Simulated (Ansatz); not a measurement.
HgTe:
```yaml
crystal:
  lattice:
    - [0.00000, 3.25472, 3.25472]
    - [3.25472, 0.00000, 3.25472]
    - [3.25472, 3.25472, 0.00000]
  atoms:
    - { symbol: Te, position: [0.75000, 0.75000, 0.75000] }
    - { symbol: Hg, position: [0.00000, 0.00000, 0.00000] }
```

Relaxed with PBEsol. Special points in fractions of this cell's reciprocal vectors: Γ (0.000, 0.000, 0.000); X (0.500, 0.000, 0.500); U (0.625, 0.250, 0.625); K (0.375, 0.375, 0.750); L (0.500, 0.500, 0.500); W (0.500, 0.250, 0.750).

**Question.** List the band energies nearest the Fermi level at these points for DFT-PBEsol in the program Ansatz with PAW potentials.

**Answer.** In eV from the Fermi level; about four levels below and three above (degenerate sets whole), none deeper than 8.9 eV; points with the same levels are listed once.

```
k                    below           above
-  -----------------------  --------------
Γ  -0.86 -0.02 -0.02 -0.02  4.22 4.22 4.22
X  -6.30 -5.36 -2.22 -2.22  1.85 2.43 7.98
U  -6.22 -5.38 -2.85 -1.84  2.18 3.94 6.91
L  -6.44 -5.40 -0.97 -0.97  0.63 5.01 5.01
W  -6.14 -5.44 -2.60 -2.50  3.03 4.55 5.19
```

Space group F-43m (zinc blende). Symmetry was held in the PBEsol relaxation. The Fermi level of a semimetal is unsure by some 0.05 eV on such meshes. Scalar-relativistic: spin–orbit coupling is off unless named, which matters more the heavier the elements.

Potentials: the later of the program's two PAW sets.
